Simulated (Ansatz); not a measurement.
C:
```
CELL_PARAMETERS angstrom
      0.00000     1.76573     1.76573
      1.76573     0.00000     1.76573
      1.76573     1.76573     0.00000
ATOMIC_POSITIONS crystal
  C  0.50000 0.50000 0.50000
  C  0.75000 0.75000 0.75000
```

This is the LDA-relaxed structure.

Problem. All from LDA in the plane-wave PAW code Ansatz, unless another level is named. Estimate the smallest direct gap on the standard path.

Solution. 5.62 eV.

Problem. What about the band gap?

Solution. 4.17 eV (indirect).

Problem. What about the valence-band maximum?

Solution. at Γ.

Problem. Next, the conduction-band minimum?

Solution. on the Γ–X line, 73 % of the way from Γ (6 equivalent valleys).

Space group Fd-3m (diamond). Symmetry was held in the LDA relaxation.

Potentials: the earlier of the program's two PAW sets. The files were generated under PBE; for other functionals the program regenerates the frozen cores, and for LDA and PBEsol the local potential too.
